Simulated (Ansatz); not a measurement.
**Energy against volume for RhSb3 (space group Im-3)**

RhSb3 (space group Im-3)

```
RhSb3
1.0
   -4.62387     4.62387     4.62387
    4.62387    -4.62387     4.62387
    4.62387     4.62387    -4.62387
Sb Rh
12 4
Cartesian
  3.14047   1.43390   0.00000
  1.48340   3.18997   4.62387
 -1.48340   3.18997   4.62387
  6.10726   1.43390   0.00000
  0.00000   3.14047   1.43390
  4.62387   1.48340   3.18997
  4.62387  -1.48340   3.18997
  0.00000   6.10726   1.43390
  1.43390   0.00000   3.14047
  3.18997   4.62387   1.48340
  3.18997   4.62387  -1.48340
  1.43390   0.00000   6.10726
  2.31193   2.31193   2.31193
  2.31193   2.31193  -2.31193
 -2.31193   2.31193   2.31193
  2.31193  -2.31193   2.31193
```

This relaxed cell (volume V₀) is scaled evenly in all directions, its shape held. The atoms relax within the cell's symmetry.

The numbers are results of PBEsol (plane waves to 420 eV, PAW, scalar-relativistic; Ansatz, a first-principles code), not measurements. k mesh 6×6×6 (Γ-centred), Fermi-Dirac smearing 0.05 eV. Energies are smeared free energies. Stress and pressure are positive under compression. At this level the bands of RhSb3 touch or barely overlap; measurements give the solid a gap. RhSb3 is run without spin polarisation. RhSb3 was relaxed with its symmetry unable to fall. Spin-orbit coupling is left out, though Sb is heavy. ΔE is measured from the relaxed starting cell.

```tsv
a (Å)	ΔE (meV/atom)	P (GPa)
8.9286	95	13.6
8.9834	64	10.8
9.0375	39	8.2
9.0910	21	5.8
9.1438	9	3.7
9.1961	2	1.8
9.2477	0	0.0
9.2988	2	-1.6
9.3494	8	-3.0
9.3994	18	-4.3
9.4488	30	-5.5
9.4978	46	-6.6
9.5462	64	-7.6
```

Key numbers:

```
Item                                                       Value
-------------------------------------------------  -------------
Pressure at the smallest volume                         13.6 GPa
Energy cost of the largest compression               95 meV/atom
Energy cost of the largest expansion                 64 meV/atom
Bulk modulus B₀ (third-order Birch-Murnaghan fit)        100 GPa
Pressure derivative B₀′ (fit)                                4.9
Equilibrium volume of the fit                      24.71 Å³/atom
Pressure for 5 % compression (fit)                       5.8 GPa
```

(A scan under strain: stresses follow from slopes of the energy per volume, elastic moduli from its curvatures.)
